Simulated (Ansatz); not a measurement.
# Zr3Ge: computed property card

Zr₃Ge:
```
CELL_PARAMETERS angstrom
      0.00000     3.44149     3.44149
      3.44149     0.00000     3.44149
      3.44149     3.44149     0.00000
ATOMIC_POSITIONS crystal
  Ge 0.00000 0.00000 0.00000
  Zr 0.50000 0.50000 0.50000
  Zr 0.25000 0.25000 0.25000
  Zr 0.75000 0.75000 0.75000
```

Space group Fm-3m (No. 225); conventional cell a = b = c = 6.8830 Å, α = β = γ = 90.00°.

Method: DFT-PBE in the program Ansatz with PAW potentials. Geometry: relaxed at this level of theory. Other levels are named where they apply.

**Cell and energy**

```yaml
volume_per_atom: 20.38 Å³
density: 7.05 g/cm³
Formation energy from the elements (no fitted shifts): -0.18 eV/atom
```

**Electronic structure**

```yaml
electronic_character: metallic (no gap)
Density of states at the Fermi level: 1.8 states/eV per atom (mean over ±0.08 eV)
```

**Mechanics**

```yaml
Bulk modulus (Birch–Murnaghan fit): 104 GPa
Pressure derivative B′: 4.3
```

The cell is a constructed one: a structure type filled with these elements; neither database checked (COD, Materials Project) lists it. Whether it is the stable phase at ambient conditions was not checked. Symmetry was held in the PBE relaxation; whether a distortion lowers the energy is not shown. The run is not spin-polarised. The references are the lowest solids computed at this level, not always the standard phases. Scalar-relativistic: spin–orbit coupling is off unless named, which matters more the heavier the elements.

Potentials: the later of the program's two PAW sets.
